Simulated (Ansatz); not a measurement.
ZnO:
```
ZnO
1.0
    3.22615     0.00000     0.00000
   -1.61307     2.79393     0.00000
    0.00000     0.00000    10.47337
Zn O
4 4
Direct
  0.00000   0.00000   0.00076
  0.00000   0.00000   0.50076
  0.66667   0.33333   0.75057
  0.33333   0.66667   0.25057
  0.00000   0.00000   0.81202
  0.00000   0.00000   0.31202
  0.66667   0.33333   0.56228
  0.33333   0.66667   0.06228
```

Cartesian axes are those of the cell as given.

Problem. Give the high-frequency dielectric tensor and the Born effective charge tensors of the independent atoms from DFPT, plane-wave PAW r²SCAN (Ansatz code).

Solution. 
ε∞:
```
4.43  0.00  0.00
0.00  4.43  0.00
0.00  0.00  4.46
```
Z* of atom 1 (Zn), rows: field, columns: displacement, in e:
```
2.09  0.00  0.00
0.00  2.09  0.00
0.00  0.00  2.16
```
Z* of atom 3 (Zn), rows: field, columns: displacement, in e:
```
2.11  0.00  0.00
0.00  2.11  0.00
0.00  0.00  2.09
```
Z* of atom 5 (O), rows: field, columns: displacement, in e:
```
-2.10   0.00   0.00
 0.00  -2.10   0.00
 0.00   0.00  -2.14
```
Z* of atom 7 (O), rows: field, columns: displacement, in e:
```
-2.10   0.00   0.00
 0.00  -2.10   0.00
 0.00   0.00  -2.11
```

Static charges for comparison (Bader): Zn1 +1.28, Zn3 +1.28, O5 -1.28, O7 -1.28 e. Born charges measure polarisation by displacement and can exceed these by far.

Space group P6_3mc. The cell is a constructed one: a structure type filled with these elements. Its sites differ from those of the usual phase in this space group: another stacking or structure type. Symmetry was held in the r²SCAN relaxation; its stability against distortions is not shown here.

Potentials: the later of the program's two PAW sets.
